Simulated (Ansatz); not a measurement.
Structure from Materials Project entry mp-11472 (possibly hypothetical). The listed cell was then made from it by scaling, straining or moving an atom.

SrHg₂: DFT, PBEsol, PAW with Ansatz's default frozen-core files, scalar-relativistic (Ansatz 0.2.0).

The relaxation starts from this cell:

```
CELL_PARAMETERS angstrom
5.01532 0.00000 0.00000
-2.50766 4.34339 0.00000
0.00000 0.00000 4.01641
ATOMIC_POSITIONS crystal
Sr 0.96969 0.00020 0.98098
Hg 0.66181 0.33913 0.48137
Hg 0.32880 0.62860 0.52112
```

Output:

```
Sr, Hg: output.efg is read without spin–orbit coupling, which moves field gradients at and beside such atoms by some per cent and up to a factor of two; PAW files take it under magnetization.noncollinear and magnetization.spin_orbit
Engine: ansatz 0.2.0
Pseudopotentials: kind: paw
Pseudopotential: Sr, paw, valence charge 10, recommended cutoff 420 eV (normal)
Pseudopotential: Hg, paw, valence charge 20, recommended cutoff 420 eV (normal)
Functional definition: PBEsol
  exchange = pbesol_x
  correlation = pbesol_c
Crystal: 3 atoms, lattice volume = 87.492 Å³
Basis set: ecut = 420 eV, 1687 PW (Γ), exchange–correlation on 72×72×54 points (8 copies of the dense FFT grid, shifted against one another)
Bands: 30, of which v1, the nominal top of the filled ones, is band 25 counted from 1 (24 counted from 0)
Symmetry: 1 space group operations
Space group: P1 (ITA 1), of the structure as read, at distance tolerance 4.4e-5 Å
k-points: 76 of 150 (time reversal used)
Non-local potential: Sr, projectors of the file, l = 0: 3, l = 1: 2, l = 2: 2
Non-local potential: Hg, projectors of the file, l = 0: 3, l = 1: 2, l = 2: 2, l = 3: 1
PAW form: soft (Blöchl's): semilocal exchange-correlation on the pseudo side does not see the compensation charge
PAW frozen core: Sr, regenerated for the run's functional, and the local potential with it (the file was generated under x = pbe(κ = 0.804, μ = 0.2195149727645171), c = pbe(β = 0.06672455060314922))
PAW frozen core: Hg, regenerated for the run's functional, and the local potential with it (the file was generated under x = pbe(κ = 0.804, μ = 0.2195149727645171), c = pbe(β = 0.06672455060314922))
PAW one-centre angular grid: Sr, 110 points (default); XC on 64 Gauss nodes
PAW one-centre angular grid: Hg, 590 points (default); XC on 64 Gauss nodes
Initial density: superposition of atomic densities (neutral atoms: chi_scale 0, normalization atom), corrected by the library's trained network
Initial wavefunctions: pseudopotential atomic-orbital guess
Functional: x = pbesol(κ = 0.804, μ = 0.12345679012345678), c = pbesol(β = 0.046)
SCF iter   1: F=—  HF=-30829.767546 eV  |F-HF|=—  |Δ(HF+E_count)|=         —  Δρ=2.44e-3  dr2=6.40e-3  ethr=1.77e-3  ⟨swp⟩=7.7  Hψ=10794  notcnv=0
preconditioner: auto → Kerker (q_TF=auto, 2.485 Å⁻¹)  [metal: Δε(μ)=0.021 eV  Ē_g=11.128 eV  σ=0.050 eV  W_gap=0.11  n_scr=20 (ndim 8)  ℏωp=22.5 eV  f_vac=0.000  D(μ)=2.77/eV (n_scr^D=20)]
SCF iter   2: F=—  HF=-30829.770144 eV  |F-HF|=—  |Δ(HF+E_count)|=   2.60e-3  Δρ=1.43e-3  dr2=2.95e-3  ethr=1.28e-5  ⟨swp⟩=2.8  Hψ=5016  notcnv=0  defer=4
SCF iter   3: F=—  HF=-30829.769404 eV  |F-HF|=—  |Δ(HF+E_count)|=   7.40e-4  Δρ=4.54e-4  dr2=2.83e-4  ethr=5.91e-6  ⟨swp⟩=2.0  Hψ=3253  notcnv=0  defer=4
SCF iter   4: F=—  HF=-30829.769386 eV  |F-HF|=—  |Δ(HF+E_count)|=   1.77e-5  Δρ=2.06e-4  dr2=9.55e-5  ethr=5.65e-7  ⟨swp⟩=2.9  Hψ=4467  notcnv=0  defer=4
SCF iter   5: F=—  HF=-30829.769372 eV  |F-HF|=—  |Δ(HF+E_count)|=   1.43e-5  Δρ=6.32e-5  dr2=9.49e-6  ethr=1.91e-7  ⟨swp⟩=2.6  Hψ=3129  notcnv=0  defer=4
SCF iter   6: F=—  HF=-30829.769371 eV  |F-HF|=—  |Δ(HF+E_count)|=   1.30e-6  Δρ=2.60e-5  dr2=1.01e-6  ethr=1.90e-8  ⟨swp⟩=2.1  Hψ=2995  notcnv=0  defer=4
SCF iter   7: F=-30829.769370 eV  HF=-30829.769371 eV  |F-HF|=3.17e-8  |Δ(HF+E_count)|=   1.86e-7  Δρ=7.15e-6  dr2=6.75e-8  ethr=2.00e-10  ⟨swp⟩=8.0  Hψ=17096  notcnv=0
SCF 1 converged in 7 iterations: F = -30829.769370 eV  dr2 = 6.75e-8
  greatest PAW one-centre occupation: 1.000 electrons in one spin orbital (limit 2), on the Hg atom at site 2 (counted from 0), in its partial waves of l = 0
relax step   1: F+E_penalty+E_count = -30829.76937047 eV  Δ(F+E_penalty+E_count) = +0.000e0 eV  max|allowed force component| = 7.457e-1 eV/Å  Δτ_max = 0.0000 Å  P = -0.922 GPa  Ω = 87.492 Å³  (7 SCF iters, dr2 threshold 1.00e-7 eV, accepted)
Crystal: 3 atoms, lattice volume = 84.351 Å³
Basis set: ecut = 420 eV, 1675 PW (Γ), exchange–correlation on 72×72×54 points (8 copies of the dense FFT grid, shifted against one another)
Initial density: handed on by an earlier stage of this run
Initial wavefunctions: those handed on with the density
iter 1 solved again at ethr=1.83e-4 eV; its pass at ethr=3.10e-3 eV (dr2=9.14e-2 eV) is discarded
SCF iter   1: F=—  HF=-30829.946335 eV  |F-HF|=—  |Δ(HF+E_count)|=         —  Δρ=7.97e-3  dr2=9.18e-2  ethr=1.83e-4  ⟨swp⟩=1.2  Hψ=13521  notcnv=0
preconditioner: auto → Kerker (q_TF=auto, 2.501 Å⁻¹)  [metal: Δε(μ)=0.002 eV  Ē_g=11.200 eV  σ=0.050 eV  W_gap=0.01  n_scr=20 (ndim 8)  ℏωp=22.9 eV  f_vac=0.000  D(μ)=2.87/eV (n_scr^D=20)]
SCF iter   2: F=—  HF=-30829.926153 eV  |F-HF|=—  |Δ(HF+E_count)|=   2.02e-2  Δρ=4.44e-3  dr2=3.20e-2  ethr=1.83e-4  ⟨swp⟩=2.1  Hψ=2628  notcnv=0
SCF iter   3: F=—  HF=-30829.916406 eV  |F-HF|=—  |Δ(HF+E_count)|=   9.75e-3  Δρ=8.77e-4  dr2=1.42e-3  ethr=6.39e-5  ⟨swp⟩=2.0  Hψ=3646  notcnv=0
SCF iter   4: F=—  HF=-30829.916097 eV  |F-HF|=—  |Δ(HF+E_count)|=   3.09e-4  Δρ=3.52e-4  dr2=2.36e-4  ethr=2.83e-6  ⟨swp⟩=2.0  Hψ=3480  notcnv=0
SCF iter   5: F=—  HF=-30829.916042 eV  |F-HF|=—  |Δ(HF+E_count)|=   5.48e-5  Δρ=1.14e-4  dr2=1.82e-5  ethr=4.72e-7  ⟨swp⟩=2.4  Hψ=3487  notcnv=0
SCF iter   6: F=—  HF=-30829.916040 eV  |F-HF|=—  |Δ(HF+E_count)|=   1.69e-6  Δρ=3.08e-5  dr2=1.51e-6  ethr=3.63e-8  ⟨swp⟩=2.0  Hψ=3500  notcnv=0
SCF iter   7: F=-30829.916040 eV  HF=-30829.916040 eV  |F-HF|=6.18e-11  |Δ(HF+E_count)|=   7.13e-8  Δρ=7.66e-6  dr2=5.28e-8  ethr=6.00e-10  ⟨swp⟩=10.0  Hψ=17012  notcnv=0
SCF 2 converged in 7 iterations: F = -30829.916040 eV  dr2 = 5.28e-8
relax step   2: F+E_penalty+E_count = -30829.91604021 eV  Δ(F+E_penalty+E_count) = -1.467e-1 eV  max|allowed force component| = 1.506e-1 eV/Å  Δτ_max = 0.1448 Å  P = -0.284 GPa  Ω = 84.351 Å³  energy of the carried Pulay correction = +5.028e-4 eV  (7 SCF iters, dr2 threshold 3.00e-7 eV, accepted)
Crystal: 3 atoms, lattice volume = 83.541 Å³
iter 1 solved again at ethr=2.18e-5 eV; its pass at ethr=3.10e-3 eV (dr2=1.09e-2 eV) is discarded
SCF iter   1: F=—  HF=-30829.930949 eV  |F-HF|=—  |Δ(HF+E_count)|=         —  Δρ=3.01e-3  dr2=1.14e-2  ethr=2.18e-5  ⟨swp⟩=1.9  Hψ=12176  notcnv=0
preconditioner: auto → Kerker (q_TF=auto, 2.505 Å⁻¹)  [metal: Δε(μ)=0.027 eV  Ē_g=11.291 eV  σ=0.050 eV  W_gap=0.13  n_scr=20 (ndim 8)  ℏωp=23.0 eV  f_vac=0.000  D(μ)=3.08/eV (n_scr^D=26)]
SCF iter   2: F=—  HF=-30829.928394 eV  |F-HF|=—  |Δ(HF+E_count)|=   2.56e-3  Δρ=1.73e-3  dr2=4.52e-3  ethr=2.18e-5  ⟨swp⟩=1.0  Hψ=2280  notcnv=0
SCF iter   3: F=—  HF=-30829.926893 eV  |F-HF|=—  |Δ(HF+E_count)|=   1.50e-3  Δρ=4.08e-4  dr2=3.38e-4  ethr=9.03e-6  ⟨swp⟩=2.0  Hψ=3502  notcnv=0
SCF iter   4: F=—  HF=-30829.926810 eV  |F-HF|=—  |Δ(HF+E_count)|=   8.33e-5  Δρ=1.42e-4  dr2=3.88e-5  ethr=6.75e-7  ⟨swp⟩=2.4  Hψ=2907  notcnv=0
SCF iter   5: F=—  HF=-30829.926813 eV  |F-HF|=—  |Δ(HF+E_count)|=   3.04e-6  Δρ=4.93e-5  dr2=2.22e-6  ethr=7.75e-8  ⟨swp⟩=2.0  Hψ=3490  notcnv=0
SCF iter   6: F=-30829.926813 eV  HF=-30829.926813 eV  |F-HF|=4.16e-8  |Δ(HF+E_count)|=   4.40e-7  Δρ=1.29e-5  dr2=1.54e-7  ethr=6.00e-10  ⟨swp⟩=10.5  Hψ=17462  notcnv=0
SCF 3 converged in 6 iterations: F = -30829.926813 eV  dr2 = 1.54e-7
relax step   3: F+E_penalty+E_count = -30829.92681341 eV  Δ(F+E_penalty+E_count) = -1.077e-2 eV  max|allowed force component| = 7.256e-3 eV/Å  Δτ_max = 0.0539 Å  P = +0.003 GPa  Ω = 83.541 Å³  energy of the carried Pulay correction = +6.356e-4 eV  (6 SCF iters, dr2 threshold 3.00e-7 eV, accepted)
Crystal: 3 atoms, lattice volume = 83.472 Å³
iter 1 solved again at ethr=4.24e-7 eV; its pass at ethr=3.10e-3 eV (dr2=2.12e-4 eV) is discarded
SCF iter   1: F=—  HF=-30829.926992 eV  |F-HF|=—  |Δ(HF+E_count)|=         —  Δρ=2.11e-4  dr2=4.58e-5  ethr=4.24e-7  ⟨swp⟩=3.0  Hψ=12332  notcnv=0
preconditioner: auto → Kerker (q_TF=auto, 2.505 Å⁻¹)  [metal: Δε(μ)=0.030 eV  Ē_g=11.309 eV  σ=0.050 eV  W_gap=0.15  n_scr=20 (ndim 8)  ℏωp=23.0 eV  f_vac=0.000  D(μ)=3.15/eV (n_scr^D=26)]
SCF iter   2: F=—  HF=-30829.926982 eV  |F-HF|=—  |Δ(HF+E_count)|=   1.03e-5  Δρ=1.26e-4  dr2=1.78e-5  ethr=9.17e-8  ⟨swp⟩=1.2  Hψ=2388  notcnv=0
SCF iter   3: F=—  HF=-30829.926975 eV  |F-HF|=—  |Δ(HF+E_count)|=   6.22e-6  Δρ=1.98e-5  dr2=7.08e-7  ethr=3.56e-8  ⟨swp⟩=2.2  Hψ=3279  notcnv=0
SCF iter   4: F=—  HF=-30829.926975 eV  |F-HF|=—  |Δ(HF+E_count)|=   1.18e-7  Δρ=7.48e-6  dr2=8.99e-8  ethr=1.42e-9  ⟨swp⟩=2.1  Hψ=3366  notcnv=0
SCF iter   5: F=-30829.926975 eV  HF=-30829.926975 eV  |F-HF|=4.13e-9  |Δ(HF+E_count)|=   1.66e-8  Δρ=2.71e-6  dr2=1.04e-8  ethr=4.00e-11  ⟨swp⟩=8.9  Hψ=14836  notcnv=0
SCF 4 converged in 5 iterations: F = -30829.926975 eV  dr2 = 1.04e-8
relax step   4: F+E_penalty+E_count = -30829.92697524 eV  Δ(F+E_penalty+E_count) = -1.618e-4 eV  max|allowed force component| = 4.549e-4 eV/Å  Δτ_max = 0.0028 Å  P = -0.020 GPa  Ω = 83.472 Å³  energy of the carried Pulay correction = +6.469e-4 eV  (5 SCF iters, dr2 threshold 2.00e-8 eV, accepted)
Crystal: 3 atoms, lattice volume = 83.413 Å³
iter 1 solved again at ethr=2.56e-7 eV; its pass at ethr=3.10e-3 eV (dr2=1.28e-4 eV) is discarded
SCF iter   1: F=—  HF=-30829.927039 eV  |F-HF|=—  |Δ(HF+E_count)|=         —  Δρ=1.59e-4  dr2=2.34e-5  ethr=2.56e-7  ⟨swp⟩=3.0  Hψ=12099  notcnv=0
preconditioner: auto → Kerker (q_TF=auto, 2.505 Å⁻¹)  [metal: Δε(μ)=0.047 eV  Ē_g=11.310 eV  σ=0.050 eV  W_gap=0.22  n_scr=20 (ndim 8)  ℏωp=23.0 eV  f_vac=0.000  D(μ)=3.17/eV (n_scr^D=26)]
SCF iter   2: F=—  HF=-30829.927031 eV  |F-HF|=—  |Δ(HF+E_count)|=   8.15e-6  Δρ=9.70e-5  dr2=9.57e-6  ethr=4.69e-8  ⟨swp⟩=1.2  Hψ=2404  notcnv=0
SCF iter   3: F=—  HF=-30829.927034 eV  |F-HF|=—  |Δ(HF+E_count)|=   3.47e-6  Δρ=1.65e-5  dr2=5.21e-7  ethr=1.91e-8  ⟨swp⟩=2.7  Hψ=3439  notcnv=0
SCF iter   4: F=—  HF=-30829.927034 eV  |F-HF|=—  |Δ(HF+E_count)|=   1.07e-7  Δρ=6.98e-6  dr2=7.46e-8  ethr=1.04e-9  ⟨swp⟩=2.4  Hψ=3256  notcnv=0
SCF iter   5: F=-30829.927034 eV  HF=-30829.927034 eV  |F-HF|=1.87e-9  |Δ(HF+E_count)|=   1.54e-8  Δρ=2.18e-6  dr2=6.04e-9  ethr=1.58e-11  ⟨swp⟩=7.0  Hψ=15612  notcnv=0
SCF 5 converged in 5 iterations: F = -30829.927034 eV  dr2 = 6.04e-9
relax step   5: F+E_penalty+E_count = -30829.92703424 eV  Δ(F+E_penalty+E_count) = -5.899e-5 eV  max|allowed force component| = 2.219e-4 eV/Å  Δτ_max = 0.0016 Å  P = +0.001 GPa  Ω = 83.413 Å³  energy of the carried Pulay correction = +6.565e-4 eV  (5 SCF iters, dr2 threshold 7.92e-9 eV, accepted)
Initial wavefunctions: pseudopotential atomic-orbital guess (no wavefunctions were taken with the density)
iter 1 solved again at ethr=5.35e-7 eV; its pass at ethr=3.10e-3 eV (dr2=2.68e-4 eV) is discarded
SCF iter   1: F=—  HF=-30829.926365 eV  |F-HF|=—  |Δ(HF+E_count)|=         —  Δρ=8.52e-5  dr2=1.04e-6  ethr=5.35e-7  ⟨swp⟩=4.4  Hψ=17238  notcnv=0
preconditioner: auto → Kerker (q_TF=auto, 2.505 Å⁻¹)  [metal: Δε(μ)=0.047 eV  Ē_g=11.311 eV  σ=0.050 eV  W_gap=0.22  n_scr=20 (ndim 8)  ℏωp=23.0 eV  f_vac=0.000  D(μ)=3.16/eV (n_scr^D=26)]
SCF iter   2: F=—  HF=-30829.926364 eV  |F-HF|=—  |Δ(HF+E_count)|=   8.24e-7  Δρ=4.34e-5  dr2=2.50e-7  ethr=2.09e-9  ⟨swp⟩=2.2  Hψ=4127  notcnv=0
SCF iter   3: F=—  HF=-30829.926364 eV  |F-HF|=—  |Δ(HF+E_count)|=   1.83e-7  Δρ=6.19e-6  dr2=8.06e-9  ethr=5.00e-10  ⟨swp⟩=2.7  Hψ=4181  notcnv=0
SCF iter   4: F=—  HF=-30829.926364 eV  |F-HF|=—  |Δ(HF+E_count)|=   3.67e-9  Δρ=5.80e-7  dr2=5.73e-10  ethr=1.61e-11  ⟨swp⟩=2.0  Hψ=3280  notcnv=0
SCF iter   5: F=—  HF=-30829.926364 eV  |F-HF|=—  |Δ(HF+E_count)|=  9.82e-11  Δρ=1.64e-7  dr2=6.62e-11  ethr=1.15e-12  ⟨swp⟩=2.3  Hψ=2936  notcnv=0
SCF iter   6: F=-30829.926364 eV  HF=-30829.926364 eV  |F-HF|=3.64e-12  |Δ(HF+E_count)|=  1.09e-11  Δρ=6.71e-8  dr2=2.96e-12  ethr=1.00e-12  ⟨swp⟩=7.1  Hψ=11346  notcnv=0
SCF 6 converged in 6 iterations: F = -30829.926364 eV  dr2 = 2.96e-12
  greatest PAW one-centre occupation: 1.000 electrons in one spin orbital (limit 2), on the Hg atom at site 1 (counted from 0), in its partial waves of l = 0
relax step   6: F+E_penalty+E_count = -30829.92636426 eV  Δ(F+E_penalty+E_count) = +6.700e-4 eV  max|allowed force component| = 2.324e-4 eV/Å  Δτ_max = 0.0000 Å  P = +0.002 GPa  Ω = 83.413 Å³  stress off target by 1.26e-2 GPa  SCF on the basis re-selected at this cell (its energy is not comparable with the rows above)  (6 SCF iters)
basis re-selected at this cell: Δ(F+E_penalty+E_count) = +6.700e-4 eV, ΔP = +0.002 GPa vs the last step (what re-selecting the basis moved, of the pressure what is left beyond the Pulay correction that the steps carried, after the strain that the cell walked since its last selection, with what the two solves' SCF thresholds leave and, on support functions, any second-order correction that the steps lacked; it is no measure of the basis error at this ecutwfc). This SCF's stress stands 1.26e-2 GPa from its target on what of the cell is left free (relax.cell.stress_tol is 5.00e-2 GPa) and its largest allowed force component is 2.32e-4 eV/Å (relax.f_tol is 1.00e-2 eV/Å): within both
SCF converged after 6 iterations
Free energy (F): -30829.926364 eV
Harris-Foulkes:  -30829.926364 eV  (|F-HF|=3.64e-12)
Internal energy: -30829.903049 eV  (E = F + TS)
E sigma→0 (E₀):  -30829.914706 eV
Entropy (-TS):   -0.023316 eV (-7.772 meV/atom)
Fermi energy:    12.000741 eV
--- Per-component energies (eV) ---
  E_band       = -968.437862
  E_kinetic    = 1453.458324
  E_local      = -6782.453344  (includes V_loc(G=0)·N_el)
  E_nonlocal   = 351.962103
  E_hartree    = 2811.124431
  E_xc         = -611.143368
  E_vxc        = -687.027494  (∫ρ·V_xc dr)
  E_paw        = -22243.783935  (= ΣΔE_a)
  E_vpaw       = -926.628201  (= ΣTr[D̂ρ^β])
  E_aug_tail   = 0.001785  (compensation charges beyond the density's cutoff)
  E_ewald      = -5809.860695
  E_core_change = 0.791650  (= ΣΔE_core)
  E_smearing   = -0.023316  (= −TS)
  E_closure    = 0.000000  (closes the sum)
  Σ components = -30829.926364   (vs F -30829.926364, Δ=0.00e0)
--- Forces (eV/Å), atoms counted from 1 ---
  atom   1  Sr    -0.00002750     0.00000719    -0.00001102
  atom   2  Hg     0.00003825    -0.00023241     0.00002845
  atom   3  Hg    -0.00001075     0.00022516    -0.00001742
  max |Σ_I F_I| component: 5.83e-8 eV/Å
--- Stress (GPa, compression-positive) ---
       -0.004727      -0.002348       0.000511
       -0.002348       0.012238       0.001089
        0.000511       0.001089      -0.000118
  P = ⅓ Tr σ = 0.0025 GPa (0.025 kbar)
--- PAW observables at the nuclei: V_zz in 10²¹ V/m², potentials from the cell's mean, atoms counted from 1 ---
  atom   1  Sr V_zz =    -0.831470   η = 0.0375   by run symmetry: allowed
            electrostatic potential = -5512.942914 V   contact ρ = 400388.767232 e/Å³
  atom   2  Hg V_zz =   +29.222865   η = 0.0092   by run symmetry: allowed
            electrostatic potential = -16791.754007 V   contact ρ = 14111846.772367 e/Å³
  atom   3  Hg V_zz =   +29.222864   η = 0.0092   by run symmetry: allowed
            electrostatic potential = -16791.754005 V   contact ρ = 14111846.772270 e/Å³
--- Band table (eV; the first three rows and the last of 76) ---
  k-point 0: bands = ["-103.3836", "-103.3790", "-51.7807", "-51.7802", "-51.7508", "-51.7396", "-51.7173", "-51.7168", "-23.6588", "-5.7075", "-5.7072", "-5.6032", "3.5000", "4.4681", "4.4738", "4.5386", "4.5391", "4.5628", "4.8433", "4.8492", "5.1056", "5.2696", "5.2709", "12.2817", "12.2891", "12.4655", "13.5688", "15.1584", "16.7264", "16.7282"]
  k-point 1: bands = ["-103.3836", "-103.3790", "-51.7807", "-51.7802", "-51.7510", "-51.7398", "-51.7173", "-51.7168", "-23.6552", "-5.7001", "-5.6998", "-5.6724", "3.5945", "4.4504", "4.4535", "4.5047", "4.5077", "4.8190", "4.8248", "4.8361", "5.2048", "5.2648", "5.2658", "12.6416", "12.6491", "12.6533", "12.7335", "14.6495", "15.5541", "15.5552"]
  k-point 2: bands = ["-103.3836", "-103.3790", "-51.7807", "-51.7802", "-51.7514", "-51.7401", "-51.7172", "-51.7168", "-23.6481", "-5.8065", "-5.6852", "-5.6849", "3.7436", "4.3643", "4.3648", "4.4925", "4.4981", "4.7719", "4.7774", "5.2533", "5.2541", "5.4109", "5.6418", "10.4594", "13.2362", "13.6387", "13.6465", "14.7299", "14.7300", "16.0845"]
  k-point 75: bands = ["-103.3826", "-103.3801", "-51.7842", "-51.7667", "-51.7484", "-51.7424", "-51.7306", "-51.7136", "-23.6540", "-5.7370", "-5.7127", "-5.6677", "3.8117", "4.0649", "4.1319", "4.3903", "4.6011", "4.9870", "5.0809", "5.1112", "5.3748", "5.6370", "5.8881", "8.8097", "11.1959", "13.3169", "14.6905", "14.7903", "16.0095", "16.6878"]
--- Relaxed structure (5 steps of the walk, 5 accepted, 1 SCFs on fresh bases) ---
  F+E_penalty+E_count = -30829.92636426 eV   max|allowed force component| = 2.324e-4 eV/Å   (the final SCF, on the basis selected at the relaxed cell)
  cell:  # Å, volume = 83.4134 Å³
    - [4.935867528372823, 0.0007962042174944131, -0.00016312990968509332]
    - [-2.4672442311074563, 4.269100052494129, -0.0002198601239015064]
    - [-0.00013063916291147865, -0.0002787330997385441, 3.958181132300224]
  atoms:
    - { symbol: Sr, position: [-0.013232472614471098, -0.010690181449030287, -0.005507070572771105] }
    - { symbol: Hg, position: [0.6535182224866299, 0.3227639626660361, 0.49448824089308024] }
    - { symbol: Hg, position: [0.3200125201278411, 0.655857188782994, 0.4944952596796909] }
```
